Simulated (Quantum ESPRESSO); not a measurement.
## Hf3AlO7F (finding a planted mistake in a log)

Computed values, not a measurement. The program is pw.x of Quantum ESPRESSO 7.5 (plane-wave density functional theory). The cell is made up: 12 atoms on a fluorite lattice, with randomly drawn elements, strain and displacements, not relaxed. PseudoDojo standard norm-conserving files (v0.5 for PBE, v0.4.1 for LDA and PBEsol) set the functional; there is no spin polarisation, spin-orbit coupling or dispersion term, and the masses in the input are unused placeholders.

The hafnium pseudopotential is less sure than the others, with forces about 3 percent (worst 6) and pressure in oxides about 1.5 GPa (worst 2.7) from a second method in checks, which no rerun with the same files tests.

Intended input:

```
&control calculation='scf', pseudo_dir='./dojo.nc.sr.pbe.v0_5.standard.upf', outdir='./o', disk_io='low', tprnfor=.true., tstress=.true. /
&system ibrav=0, nat=12, ntyp=4, nbnd=50, ecutwfc=84.00895049, nosym=.true., tot_charge=0,
 occupations='smearing', smearing='fd', degauss=0.0018374661
/
&electrons conv_thr=7.350e-09, electron_maxstep=60, /
ATOMIC_SPECIES
Al 1.0 Al.upf
F 1.0 F.upf
Hf 1.0 Hf.upf
O 1.0 O.upf
CELL_PARAMETERS angstrom
5.3186 0.0474 0.0382
0.0474 5.1759 0.0977
0.0382 0.0977 5.2589
ATOMIC_POSITIONS angstrom
Hf -0.0088 -0.0118 0.0708
Hf 0.0415 2.5384 2.7012
Hf 2.7246 0.0484 2.6122
Al 2.6944 2.5854 0.0367
O 1.3492 1.3878 1.3007
O 1.4105 1.3671 4.0055
O 1.3918 3.9057 1.4209
O 1.3719 3.9589 3.9969
O 3.9709 1.3062 1.404
O 4.009 1.4278 4.0159
O 4.0549 3.9665 1.4151
F 4.0615 3.9982 4.1042
K_POINTS automatic
4 4 4 1 1 1
```

The log is shortened where brackets say so; the opening notice, blank lines, dates and the lines on written files are dropped, and the path of the files is cut. It prints rydbergs, bohrs and kilobars, and counts compression as positive stress. Where no state is partly filled, the Fermi energy that it prints is only some level between the filled and the empty states on the mesh, and need not lie in the true gap.

Log of the intended run:

```
     Program PWSCF v.7.5
     Parallel version (MPI & OpenMP), running on       4 processor cores
     Number of MPI processes:                 4
     Threads/MPI process:                     1
     [start-up lines left out]
     bravais-lattice index     =            0
     lattice parameter (alat)  =      10.0514  a.u.
     unit-cell volume          =     976.4844 (a.u.)^3
     number of atoms/cell      =           12
     number of atomic types    =            4
     number of electrons       =        88.00
     number of Kohn-Sham states=           50
     kinetic-energy cutoff     =      84.0090  Ry
     charge density cutoff     =     336.0358  Ry
     scf convergence threshold =      7.3E-09
     mixing beta               =       0.7000
     number of iterations used =            8  plain     mixing
     Exchange-correlation= PBE
                           (   1   4   3   4   0   0   0)
     [axes and pseudopotential details left out]
   Cartesian axes
     site n.     atom                  positions (alat units)
         1        Hf     tau(   1) = (  -0.0016545  -0.0022185   0.0133109  )
         2        Hf     tau(   2) = (   0.0078023   0.4772372   0.5078447  )
         3        Hf     tau(   3) = (   0.5122441   0.0090995   0.4911121  )
         4        Al     tau(   4) = (   0.5065663   0.4860735   0.0068999  )
         5        O      tau(   5) = (   0.2536592   0.2609162   0.2445408  )
         6        O      tau(   6) = (   0.2651840   0.2570245   0.7530624  )
         7        O      tau(   7) = (   0.2616683   0.7342993   0.2671393  )
         8        O      tau(   8) = (   0.2579269   0.7443013   0.7514455  )
         9        O      tau(   9) = (   0.7465573   0.2455749   0.2639620  )
        10        O      tau(  10) = (   0.7537204   0.2684365   0.7550177  )
        11        O      tau(  11) = (   0.7623499   0.7457301   0.2660488  )
        12        F      tau(  12) = (   0.7635908   0.7516899   0.7716187  )
     number of k points=    32  Fermi-Dirac smearing, width (Ry)=  0.0018
                       cart. coord. in units 2pi/alat
        k(    1) = (   0.1230092   0.1250024   0.1232115), wk =   0.0625000
        k(    2) = (   0.1212348   0.1202439   0.3761674), wk =   0.0625000
     [further k points left out]
     Dense  grid:   101599 G-vectors     FFT dimensions: (  60,  60,  60)
     Estimated max dynamical RAM per process >     249.30 MB
     Estimated total dynamical RAM >     922.77 MB
     Initial potential from superposition of free atoms
     starting charge      87.9920, renormalised to      88.0000
     Starting wfcs are   66 randomized atomic wfcs
     total cpu time spent up to now is        5.6 secs
     per-process dynamical memory:   184.5 Mb
     Self-consistent Calculation
     iteration #  1     ecut=    84.01 Ry     beta= 0.70
     Davidson diagonalization with overlap
     ethr =  1.00E-02,  avg # of iterations =  2.0
     total cpu time spent up to now is       11.7 secs
     total energy              =    -623.15504640 Ry
     estimated scf accuracy    <       4.30921094 Ry
     iteration #  2     ecut=    84.01 Ry     beta= 0.70
     Davidson diagonalization with overlap
     ethr =  4.90E-03,  avg # of iterations =  6.1
     total cpu time spent up to now is       19.3 secs
     total energy              =    -622.25925617 Ry
     estimated scf accuracy    <      13.58535613 Ry
     [iterations 3 to 13 left out]
     iteration # 14     ecut=    84.01 Ry     beta= 0.70
     Davidson diagonalization with overlap
     ethr =  4.77E-11,  avg # of iterations =  2.5
     total cpu time spent up to now is       95.8 secs
     total energy              =    -625.29491630 Ry
     estimated scf accuracy    <       0.00000001 Ry
     iteration # 15     ecut=    84.01 Ry     beta= 0.70
     Davidson diagonalization with overlap
     ethr =  1.20E-11,  avg # of iterations =  2.9
     total cpu time spent up to now is      101.2 secs
     End of self-consistent calculation
     [lines on levels left out]
     the Fermi energy is    10.0679 ev
!    total energy              =    -625.29491630 Ry
     estimated scf accuracy    <          2.0E-09 Ry
     smearing contrib. (-TS)   =      -0.00000000 Ry
     internal energy E=F+TS    =    -625.29491630 Ry
     The total energy is F=E-TS. E is the sum of the following terms:
     one-electron contribution =    -154.20194350 Ry
     hartree contribution      =     125.00897325 Ry
     xc contribution           =    -157.02059116 Ry
     ewald contribution        =    -439.08135489 Ry
     convergence has been achieved in  15 iterations
     Forces acting on atoms (cartesian axes, Ry/au):
     atom    1 type  3   force =     0.09427608    0.04471774    0.04720587
     atom    2 type  3   force =     0.09847727   -0.03684899   -0.05000361
     atom    3 type  3   force =    -0.10350453    0.04835508   -0.05185054
     atom    4 type  1   force =    -0.07415609   -0.05056287    0.03341402
     atom    5 type  4   force =    -0.01661679   -0.02217246    0.02094401
     atom    6 type  4   force =    -0.01806558    0.00022357   -0.02386776
     atom    7 type  4   force =     0.00360968    0.02507844   -0.01159248
     atom    8 type  4   force =     0.00675209   -0.01153301    0.01942406
     atom    9 type  4   force =     0.01532173    0.02153831   -0.00728603
     atom   10 type  4   force =     0.00617112    0.00971209    0.01178161
     atom   11 type  4   force =    -0.00106496   -0.02317812    0.01470171
     atom   12 type  2   force =    -0.01120001   -0.00532978   -0.00287087
     Total force =     0.238660     Total SCF correction =     0.000110
     Computing stress (Cartesian axis) and pressure
          total   stress  (Ry/bohr**3)                   (kbar)     P=     -218.85
  -0.00186984   0.00002207  -0.00001376         -275.06        3.25       -2.02
   0.00002207  -0.00109174  -0.00006251            3.25     -160.60       -9.20
  -0.00001376  -0.00006251  -0.00150152           -2.02       -9.20     -220.88
     init_run     :      5.03s CPU      5.23s WALL (       1 calls)
     electrons    :     94.48s CPU     95.64s WALL (       1 calls)
     forces       :      1.26s CPU      1.31s WALL (       1 calls)
     stress       :      4.12s CPU      4.27s WALL (       1 calls)
     [timing details left out]
     PWSCF        :   1m45.25s CPU   1m46.89s WALL
     JOB DONE.
```

A second run was made from an input with one planted mistake. Its log:

```
     Program PWSCF v.7.5
     Parallel version (MPI & OpenMP), running on       4 processor cores
     Number of MPI processes:                 4
     Threads/MPI process:                     1
     [start-up lines left out]
     bravais-lattice index     =            0
     lattice parameter (alat)  =      10.0514  a.u.
     unit-cell volume          =     976.4844 (a.u.)^3
     number of atoms/cell      =           12
     number of atomic types    =            4
     number of electrons       =        88.00
     number of Kohn-Sham states=           50
     kinetic-energy cutoff     =      50.4201  Ry
     charge density cutoff     =     201.6803  Ry
     scf convergence threshold =      7.3E-09
     mixing beta               =       0.7000
     number of iterations used =            8  plain     mixing
     Exchange-correlation= PBE
                           (   1   4   3   4   0   0   0)
     [axes and pseudopotential details left out]
   Cartesian axes
     site n.     atom                  positions (alat units)
         1        Hf     tau(   1) = (  -0.0016545  -0.0022185   0.0133109  )
         2        Hf     tau(   2) = (   0.0078023   0.4772372   0.5078447  )
         3        Hf     tau(   3) = (   0.5122441   0.0090995   0.4911121  )
         4        Al     tau(   4) = (   0.5065663   0.4860735   0.0068999  )
         5        O      tau(   5) = (   0.2536592   0.2609162   0.2445408  )
         6        O      tau(   6) = (   0.2651840   0.2570245   0.7530624  )
         7        O      tau(   7) = (   0.2616683   0.7342993   0.2671393  )
         8        O      tau(   8) = (   0.2579269   0.7443013   0.7514455  )
         9        O      tau(   9) = (   0.7465573   0.2455749   0.2639620  )
        10        O      tau(  10) = (   0.7537204   0.2684365   0.7550177  )
        11        O      tau(  11) = (   0.7623499   0.7457301   0.2660488  )
        12        F      tau(  12) = (   0.7635908   0.7516899   0.7716187  )
     number of k points=    32  Fermi-Dirac smearing, width (Ry)=  0.0018
                       cart. coord. in units 2pi/alat
        k(    1) = (   0.1230092   0.1250024   0.1232115), wk =   0.0625000
        k(    2) = (   0.1212348   0.1202439   0.3761674), wk =   0.0625000
     [further k points left out]
     Dense  grid:    47201 G-vectors     FFT dimensions: (  45,  45,  45)
     Estimated max dynamical RAM per process >     119.98 MB
     Estimated total dynamical RAM >     445.33 MB
     Check: negative core charge=   -0.000128
     Initial potential from superposition of free atoms
     starting charge      87.9920, renormalised to      88.0000
     Starting wfcs are   66 randomized atomic wfcs
     total cpu time spent up to now is        1.7 secs
     per-process dynamical memory:    86.9 Mb
     Self-consistent Calculation
     iteration #  1     ecut=    50.42 Ry     beta= 0.70
     Davidson diagonalization with overlap
     ethr =  1.00E-02,  avg # of iterations =  2.0
     total cpu time spent up to now is        4.0 secs
     total energy              =    -623.00228840 Ry
     estimated scf accuracy    <       3.94371876 Ry
     iteration #  2     ecut=    50.42 Ry     beta= 0.70
     Davidson diagonalization with overlap
     ethr =  4.48E-03,  avg # of iterations =  6.4
     total cpu time spent up to now is        7.3 secs
     total energy              =    -622.35784262 Ry
     estimated scf accuracy    <      11.41890575 Ry
     [iterations 3 to 12 left out]
     iteration # 13     ecut=    50.42 Ry     beta= 0.70
     Davidson diagonalization with overlap
     ethr =  6.30E-11,  avg # of iterations =  3.7
     total cpu time spent up to now is       37.3 secs
     total energy              =    -624.92441004 Ry
     estimated scf accuracy    <          9.3E-09 Ry
     iteration # 14     ecut=    50.42 Ry     beta= 0.70
     Davidson diagonalization with overlap
     ethr =  1.06E-11,  avg # of iterations =  2.9
     total cpu time spent up to now is       39.9 secs
     End of self-consistent calculation
     [lines on levels left out]
     the Fermi energy is    10.0898 ev
!    total energy              =    -624.92441004 Ry
     estimated scf accuracy    <          3.3E-09 Ry
     smearing contrib. (-TS)   =      -0.00000000 Ry
     internal energy E=F+TS    =    -624.92441004 Ry
     The total energy is F=E-TS. E is the sum of the following terms:
     one-electron contribution =    -153.49212482 Ry
     hartree contribution      =     124.53489717 Ry
     xc contribution           =    -156.88582749 Ry
     ewald contribution        =    -439.08135489 Ry
     convergence has been achieved in  14 iterations
     Forces acting on atoms (cartesian axes, Ry/au):
     atom    1 type  3   force =     0.09421449    0.04457311    0.04732157
     atom    2 type  3   force =     0.09837144   -0.03681291   -0.04982504
     atom    3 type  3   force =    -0.10315974    0.04873356   -0.05207867
     atom    4 type  1   force =    -0.07416871   -0.05038259    0.03330085
     atom    5 type  4   force =    -0.01651563   -0.02362309    0.02227917
     atom    6 type  4   force =    -0.01866098    0.00024900   -0.02581248
     atom    7 type  4   force =     0.00442605    0.02534669   -0.01332344
     atom    8 type  4   force =     0.00770656   -0.01171943    0.02211361
     atom    9 type  4   force =     0.01635325    0.02321815   -0.00853336
     atom   10 type  4   force =     0.00578002    0.01051583    0.01264511
     atom   11 type  4   force =    -0.00239541   -0.02489685    0.01662133
     atom   12 type  2   force =    -0.01195133   -0.00520148   -0.00470866
     Total force =     0.240081     Total SCF correction =     0.000141
     Computing stress (Cartesian axis) and pressure
          total   stress  (Ry/bohr**3)                   (kbar)     P=     -499.86
  -0.00377721   0.00001850  -0.00001028         -555.65        2.72       -1.51
   0.00001850  -0.00300813  -0.00006005            2.72     -442.51       -8.83
  -0.00001028  -0.00006005  -0.00340866           -1.51       -8.83     -501.43
     init_run     :      1.55s CPU      1.61s WALL (       1 calls)
     electrons    :     37.91s CPU     38.14s WALL (       1 calls)
     forces       :      0.55s CPU      0.56s WALL (       1 calls)
     stress       :      1.83s CPU      1.87s WALL (       1 calls)
     [timing details left out]
     PWSCF        :     41.98s CPU     42.36s WALL
     JOB DONE.
```

Question: what was wrong in the second input?

Answer: the plane-wave cutoff is too low. The input lines that differ, file-writing options aside:

```
- &system ibrav=0, nat=12, ntyp=4, nbnd=50, ecutwfc=84.00895049, nosym=.true., tot_charge=0,
+ &system ibrav=0, nat=12, ntyp=4, nbnd=50, ecutwfc=50.42007002, nosym=.true., tot_charge=0,
```

|  | intended run | run with the mistake |
| --- | --- | --- |
| free energy (eV) | -8507.571 | -8502.530 |
| smearing term -TS (eV) | 0.0000 | 0.0000 |
| pressure (GPa) | -21.88 | -49.99 |
| largest force component (eV/Å) | 2.661 | 2.652 |
| largest change of a force component (eV/Å) |  | 0.069 |
| iterations | 15 | 14 |

For scale, a rerun of the intended cell at a cutoff of 1437 eV and k mesh 6 x 6 x 6 moved values by no more than 0.002 eV in energy, 0.04 GPa in stress and 0.003 eV/Å in force.